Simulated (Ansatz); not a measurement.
**Zn-67 nuclear quadrupole resonance in ZnSeO₃**

Cell: a Materials Project structure (computed, not necessarily an observed phase), taken as it stands.

```cif
data_ZnSeO3
_symmetry_space_group_name_H-M 'Pnma'
_symmetry_Int_Tables_number 62
_cell_length_a 6.0040
_cell_length_b 7.8105
_cell_length_c 5.1358
_cell_angle_alpha 90.000
_cell_angle_beta 90.000
_cell_angle_gamma 90.000
loop_
_atom_site_label
_atom_site_type_symbol
_atom_site_symmetry_multiplicity
_atom_site_Wyckoff_symbol
_atom_site_fract_x
_atom_site_fract_y
_atom_site_fract_z
Zn Zn 4 b 0.0000 0.5000 0.5000
Se Se 4 c 0.9716 0.7500 0.0153
O9 O 8 d 0.1889 0.4219 0.8664
O17 O 4 c 0.0783 0.2500 0.3199
```

One atom of each set is listed.

The numbers come from a DFT calculation in Ansatz (PBE, plane waves and PAW, scalar-relativistic, 420 eV cutoff, Γ-centred 4×3×4 k-points, Fermi–Dirac smearing 0.02 eV).

Zn-67: I = 5/2, Q = 122.0 mb (year-2017 value). Static lattice, zero field.

(1) Predict the zero-field Zn-67 lines of each site.

Answers

(1) For I = 5/2 and η = 0 the lines are 3|C_Q|/20 and twice that; η pulls their ratio below 2.

```csv
site,atoms,V_zz (10²¹ V/m²),C_Q (MHz),η,line frequencies (MHz)
Zn,4,-4.13,-12.2,0.57,"2.39, 3.46"
```

Hardware: 1 thread of Arm Neoverse V1 (aarch64; 8 cores open to the job, memory cap 2.5 GiB, no GPU), a shared host with a load of 0.7 a core. Wall time 54 s, CPU time 54 s, peak memory 0.75 GiB.
